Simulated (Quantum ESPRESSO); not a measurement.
## MgI₂ (P-3m1) under strain

```yaml
crystal:
  lattice:
    - [4.19568, 0.00000, 0.00000]
    - [-2.09784, 3.63357, 0.00000]
    - [0.00000, 0.00000, 7.10573]
  atoms:
    - { symbol: Mg, position: [0.00000, 0.00000, 0.00000] }
    - { symbol: I, position: [0.33333, 0.66667, 0.23447] }
    - { symbol: I, position: [0.66667, 0.33333, 0.76553] }
```
The cell was made here from a computed Materials Project entry: atoms relaxed in the unchanged cell (PBE without dispersion, pw.x of a modified build of Quantum ESPRESSO, symmetry kept). The parent is MgI2 in P-3m1; whether this form has been observed was not checked. Stability against distortions was not tested. The layers lie 3.8 Å apart; this gap hangs on dispersion, and neither it nor the stacking was checked against the measured crystal.

The last row's change in full: strained by +2 % along the unique axis and by -1 % across it, atoms relaxed (PBE, pw.x of Quantum ESPRESSO); the other rows go along the same path.

Method: shieldings by PBE GIPAW (Quantum ESPRESSO, JTH PAW datasets), 20 Ha, k-mesh 7×7×4 shifted, f-sum rule met within 0.023 %. Values are those of the named site's first atom. Shieldings are absolute and leave out the bulk-susceptibility term; a larger σ means a smaller chemical shift. In our sweeps, cutoffs and meshes of this size left a few ppm, and up to some 20 ppm on atoms from Zn on. No spin–orbit coupling; I is the heaviest element present. The datasets of Mg, I hold no d projectors, which limits absolute σ on these atoms.

Unchanged cell: σ_iso I (ppm) = 3843.6.

### Question
How do these values move along the path (axial strain (%): -2, +2)?

### Answer
```
axial strain (%)  σ_iso I (ppm)
----------------  -------------
-2                       3813.7
0                        3843.6
+2                       3868.8
```
